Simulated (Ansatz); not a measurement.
Starting cell, Sb (A7 type, space group R-3m):

```xyz
2
Lattice="2.1608 1.2475 3.6797 -2.1608 1.2475 3.6797 0.0000 -2.4951 3.6797" Properties=species:S:1:pos:R:3 pbc="T T T"
Sb     0.0000     0.0000     2.6095
Sb     0.0000     0.0000     8.4295
```

Two-dimensional scan of atom 1 (Sb, nearest neighbour Sb at 2.932 Å; its periodic images, 4.3 Å or more away, move with it): u runs along (1.000, 0.000, 0.000), v along (0.000, 0.000, 1.000) (Cartesian). Cell and other atoms are fixed.

The numbers are results of PBE-D3(BJ) (plane waves to 420 eV, PAW, scalar-relativistic; Ansatz, a quantum-chemistry and plane-wave program), not measurements. k mesh 11×11×11 (Γ-centred), Fermi-Dirac smearing 0.05 eV. With partly filled bands, energies and forces of such displacements shift with the k mesh and the smearing. Fu and Fv are the components of the force on the atom. Sb was relaxed with its symmetry unable to fall. Spin-orbit coupling is left out, though Sb is heavy. The PAW data are Ansatz's earlier set. 

```tsv
Fu (eV/Å)	u = -0.440	u = -0.220	u = 0.000	u = 0.220	u = 0.440
v = -0.440	4.19	1.88	0.00	-1.88	-4.19
v = -0.220	2.74	1.18	0.00	-1.18	-2.74
v = 0.000	___	___	0.00	___	___
v = 0.220	___	-0.05	0.00	0.05	___
v = 0.440	___	0.06	0.00	-0.06	___
```

**Question.** What belongs in the gaps?

**Answer.** 
- v = 0.000, u = -0.440: 1.63
- v = 0.000, u = -0.220: 0.51
- v = 0.000, u = 0.220: -0.51
- v = 0.000, u = 0.440: -1.63
- v = 0.220, u = -0.440: 1.01
- v = 0.220, u = 0.440: -1.01
- v = 0.440, u = -0.440: 1.11
- v = 0.440, u = 0.440: -1.11

(For displaced atoms, the force is minus the slope of the energy, and its curvature is a force constant, which sets phonon frequencies.)
